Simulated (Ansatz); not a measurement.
Ansatz (a quantum-chemistry and plane-wave program) input:

Ansatz 0.2 input:
```yaml
crystal:
  lattice:
    - [4.5611606997, 0.0, 0.0]
    - [-2.2805803499, 3.9500810367, 0.0]
    - [0.0, 0.0, 10.4691984426]
  atoms:
    - { symbol: Cd, position: [0.5003838235, 0.0, 0.3333333333] }
    - { symbol: Cd, position: [0.0, 0.5003838235, 0.6666666667] }
    - { symbol: Cd, position: [0.4996161765, 0.4996161765, 0.0] }
    - { symbol: Te, position: [0.5001722307, 0.0, 0.8333333333] }
    - { symbol: Te, position: [0.0, 0.5001722307, 0.1666666667] }
    - { symbol: Te, position: [0.4998277693, 0.4998277693, 0.5] }
kpoints:
  mp_grid: { grid: [6, 6, 3] }
  band_path:
    path:
      - [[0.0, 0.0, 0.0], [0.5, 0.0, 0.0], [0.3333333333, 0.3333333333, 0.0], [0.0, 0.0, 0.0], [0.0, 0.0, 0.5], [0.5, 0.0, 0.5], [0.3333333333, 0.3333333333, 0.5], [0.0, 0.0, 0.5]]  # Γ-M-K-Γ-A-L-H-A
      - [[0.5, 0.0, 0.5], [0.5, 0.0, 0.0]]  # L-M
      - [[0.3333333333, 0.3333333333, 0.5], [0.3333333333, 0.3333333333, 0.0]]  # H-K
      - [VBM, CBM]
    npoints: 8
hamiltonian:
  xc: r2scan
  pseudopotentials: { kind: paw }
magnetization: { noncollinear: true, spin_orbit: true }
scf:
  n_extra_bands: 12
  convergence: { dr2_threshold: 0.0000000001 }
  occupations: { method: gaussian, width: 0.01 }
checkpoint: { write: soc.run }
output: { eigenvalues: true }
```

Output (shortened):

```
Pseudopotential: Cd, paw_fr, valence charge 20
Pseudopotential: Te, paw_fr, valence charge 16
Functional definition: r2SCAN
non-collinear run that drives no moment, with spin-orbit …
Crystal: 6 atoms, lattice volume = 188.623 Å³
Basis set: ecut = 500 eV, 4773 PW (Γ), exchange–correlation on 144×144×320 points (64 copies of the dense FFT grid, shifted against one another)
Bands: 120, of which v1, the nominal top of the filled ones, is band 108 counted from 1 (107 counted from 0)
Symmetry: 6 space group operations + 6 with time reversal
k-points: 17 of 108 (time reversal used)
Projection manifold: j_resolved (fully-relativistic pseudo-atomic orbitals)
iter 1 solved again at ethr=7.66e-4 eV; its pass at ethr=3.10e-3 eV (dr2=8.28e-1 eV) is discarded
SCF iter   1: F=—  HF=-45733.286973 eV  |F-HF|=—  |Δ(HF+E_count)|=         —  Δρ=2.55e-2  dr2=8.28e-1  dr2_τ=4.47e-3  dr2_m=0.00e0 (ungated)  ethr=7.66e-4  |M|=0.00e0 ∫|m|=0.00e0 μB  |m|>n=0.0e0 m-floor=0.0e0 τ_xc=0.0e0  β_m=0.30  ⟨swp⟩=1.6  Hψ=13360  notcnv=0…
preconditioner: auto → Resta (q_TF=auto, 2.486 Å⁻¹)
spin=Noncollinear: Resta preconditioning applied to the charge; magnetization (m_x, m_y, m_z) channels mix plain (no charge-response kernel on spin).
SCF iter   2: F=—  HF=-45733.342372 eV  |F-HF|=—  |Δ(HF+E_count)|=   5.54e-2  Δρ=1.76e-2  dr2=4.02e-1  dr2_τ=7.32e-3  dr2_m=0.00e0 (ungated)  ethr=7.66e-4  |M|=0.00e0 ∫|m|=0.00e0 μB  |m|>n=0.0e0 m-floor=0.0e0 τ_xc=0.0e0  β_m=0.60  ⟨swp⟩=2.0  Hψ=2244  notcnv=0
SCF iter   3: F=—  HF=-45733.405941 eV  |F-HF|=—  |Δ(HF+E_count)|=   6.36e-2  Δρ=4.15e-3  dr2=3.22e-2  dr2_τ=2.30e-4  dr2_m=0.00e0 (ungated)  ethr=3.72e-4  |M|=0.00e0 ∫|m|=0.00e0 μB  |m|>n=0.0e0 m-floor=0.0e0 τ_xc=0.0e0  β_m=0.78  ⟨swp⟩=3.9  Hψ=4609  notcnv=0  defer=84
SCF iter   4: F=—  HF=-45733.414472 eV  |F-HF|=—  |Δ(HF+E_count)|=   8.53e-3  Δρ=6.59e-4  dr2=6.30e-4  dr2_τ=1.24e-5  dr2_m=0.00e0 (ungated)  ethr=2.98e-5  |M|=0.00e0 ∫|m|=0.00e0 μB  |m|>n=0.0e0 m-floor=0.0e0 τ_xc=0.0e0  β_m=0.82  ⟨swp⟩=3.0  Hψ=3114  notcnv=0  defer=90
SCF iter   5: F=—  HF=-45733.415081 eV  |F-HF|=—  |Δ(HF+E_count)|=   6.09e-4  Δρ=2.72e-4  dr2=1.03e-4  dr2_τ=1.19e-6  dr2_m=0.00e0 (ungated)  ethr=5.84e-7  |M|=0.00e0 ∫|m|=0.00e0 μB  |m|>n=0.0e0 m-floor=0.0e0 τ_xc=0.0e0  β_m=0.91  ⟨swp⟩=2.0  Hψ=3492  notcnv=0  defer=90
SCF iter   6: F=—  HF=-45733.415188 eV  |F-HF|=—  |Δ(HF+E_count)|=   1.07e-4  Δρ=7.71e-5  dr2=7.44e-6  dr2_τ=1.53e-7  dr2_m=0.00e0 (ungated)  ethr=9.52e-8  |M|=0.00e0 ∫|m|=0.00e0 μB  |m|>n=0.0e0 m-floor=0.0e0 τ_xc=0.0e0  β_m=0.88  ⟨swp⟩=3.0  Hψ=3776  notcnv=0  defer=90
SCF iter   7: F=—  HF=-45733.415136 eV  |F-HF|=—  |Δ(HF+E_count)|=   5.25e-5  Δρ=1.81e-5  dr2=5.52e-7  dr2_τ=3.66e-9  dr2_m=0.00e0 (ungated)  ethr=6.89e-9  |M|=0.00e0 ∫|m|=0.00e0 μB  |m|>n=0.0e0 m-floor=0.0e0 τ_xc=0.0e0  β_m=0.94  ⟨swp⟩=2.0  Hψ=3684  notcnv=0  defer=90
SCF iter   8: F=—  HF=-45733.415137 eV  |F-HF|=—  |Δ(HF+E_count)|=   8.05e-7  Δρ=2.77e-6  dr2=1.69e-8  dr2_τ=1.23e-10  dr2_m=0.00e0 (ungated)  ethr=5.11e-10  |M|=0.00e0 ∫|m|=0.00e0 μB  |m|>n=0.0e0 m-floor=0.0e0 τ_xc=0.0e0  β_m=0.97  ⟨swp⟩=2.0  Hψ=2868  notcnv=0  defer=90
SCF iter  10: F=-45733.415137 eV  HF=-45733.415137 eV  |F-HF|=2.91e-11  |Δ(HF+E_count)|=  6.84e-10  Δρ=1.47e-7  dr2=4.26e-11  dr2_τ=3.52e-13  dr2_m=0.00e0 (ungated)  ethr=1.00e-12  |M|=0.00e0 ∫|m|=0.00e0 μB  |m|>n=0.0e0 m-floor=0.0e0 τ_xc=0.0e0  ⟨swp⟩=8.6  Hψ=7105  notcnv=0
SCF 1 converged in 10 iterations: F = -45733.415137 eV  dr2 = 4.26e-11
NSCF: frozen V_eff on 34 k-points
NSCF: frozen V_eff on 34 k-points
NSCF: frozen V_eff on 10 k-points
NSCF: frozen V_eff on 8 k-points
NSCF: frozen V_eff on 18 k-points
NSCF: frozen V_eff on 22 k-points
NSCF: frozen V_eff on 22 k-points
NSCF: frozen V_eff on 5 k-points
NSCF: frozen V_eff on 13 k-points
NSCF: frozen V_eff on 4 k-points
NSCF: frozen V_eff on 84 k-points
SCF converged after 10 iterations
Magnetization: |M| = 0.0000 μB,  M = (+0.0000, +0.0000, +0.0000) μB
Absolute magnetization: 0.0000 μB (∫|m|)
  site 0: m = (+0.0000, +0.0000, +0.0000) μB, |m| = 0.0000 μB  (R = 1.18 Å)
  site 1: m = (+0.0000, +0.0000, +0.0000) μB, |m| = 0.0000 μB  (R = 1.18 Å)
  site 2: m = (+0.0000, +0.0000, +0.0000) μB, |m| = 0.0000 μB  (R = 1.18 Å)
  site 3: m = (+0.0000, +0.0000, +0.0000) μB, |m| = 0.0000 μB  (R = 1.18 Å)
  site 4: m = (+0.0000, +0.0000, +0.0000) μB, |m| = 0.0000 μB  (R = 1.18 Å)
  site 5: m = (+0.0000, +0.0000, +0.0000) μB, |m| = 0.0000 μB  (R = 1.18 Å)
Free energy (F): -45733.415137 eV
Harris-Foulkes:  -45733.415137 eV  (|F-HF|=2.91e-11)
Internal energy: -45733.415137 eV  (E = F + TS)
E sigma→0 (E₀):  -45733.415137 eV
Fermi energy:    8.787190 eV
--- Per-component energies (eV) ---
  E_band       = -2370.105192
  E_kinetic    = 2057.421179
  E_local      = -15031.694345  (includes V_loc(G=0)·N_el)
  E_nonlocal   = -831.086338
  E_hartree    = 7646.731351
  E_xc         = -850.480876
  E_vxc        = -1072.311072  (∫ρ·V_xc dr)
  E_paw        = -26318.218761  (= ΣΔE_a)
  E_vpaw       = -2858.289160  (= ΣTr[D̂ρ^β])
  E_aug_tail   = -0.000093  (compensation charges beyond the density's cutoff)
  E_vtau       = 72.391253  (kinetic-family band-sum trace: ∫τ·v_τ [+ j·A + Jᵃ·Aᵃ] dr)
  E_ewald      = -12405.284026
  E_core_change = -0.803228  (= ΣΔE_core)
  E_smearing   =  0.000000  (= −TS)
  E_closure    = 0.000000  (closes the sum)
  Σ components = -45733.415137   (vs F -45733.415137, Δ=0.00e0)
  [band-id]    e_kinetic+e_local+e_nonlocal+2·e_hartree+e_vxc+e_vpaw+e_augmentation_tail+e_vtau = -2370.105874   (vs E_band -2370.105192, Δ=-6.82e-4)
--- Band table (eV; the first three rows and the last of 17) ---
  k-point 0: bands = ["-96.7143", "-96.7143", "-96.7143", "-96.7143", "-96.7143", "-96.7143", "-60.8562", "-60.8562", "-60.8562", "-60.8562", "-60.8561", "-60.8561", "-55.1361", "-55.1361", "-55.1361", "-55.1361", "-55.1360", "-55.1360", "-55.1230", …
  k-point 1: bands = ["-96.7143", "-96.7143", "-96.7143", "-96.7143", "-96.7143", "-96.7143", "-60.8562", "-60.8562", "-60.8561", "-60.8561", "-60.8561", "-60.8561", "-55.1361", "-55.1361", "-55.1361", "-55.1361", "-55.1361", "-55.1360", "-55.1230", …
  k-point 2: bands = ["-96.7143", "-96.7143", "-96.7143", "-96.7143", "-96.7143", "-96.7143", "-60.8562", "-60.8562", "-60.8562", "-60.8562", "-60.8561", "-60.8561", "-55.1361", "-55.1361", "-55.1361", "-55.1361", "-55.1361", "-55.1360", "-55.1230", …
  k-point 16: bands = ["-96.7143", "-96.7143", "-96.7143", "-96.7143", "-96.7143", "-96.7143", "-60.8562", "-60.8562", "-60.8562", "-60.8562", "-60.8561", "-60.8561", "-55.1362", "-55.1361", "-55.1361", "-55.1361", "-55.1361", "-55.1361", "-55.1230", …
```

Cost: roughly 22 core-minutes on shared cores.

Space group P6_422. The first step of the workflow began from a Materials Project structure, measured or hypothetical; the Crystallography Open Database copy checked does not list it. It is not the phase usual at ambient conditions (space group No. 216). Symmetry was held in the r²SCAN relaxation; its stability against distortions is not shown here. Point labels and valley counts follow the cell and symmetry of the run, lower than the named group.

Potentials: the later of the program's two PAW sets.

Ansatz is a plane-wave DFT program.
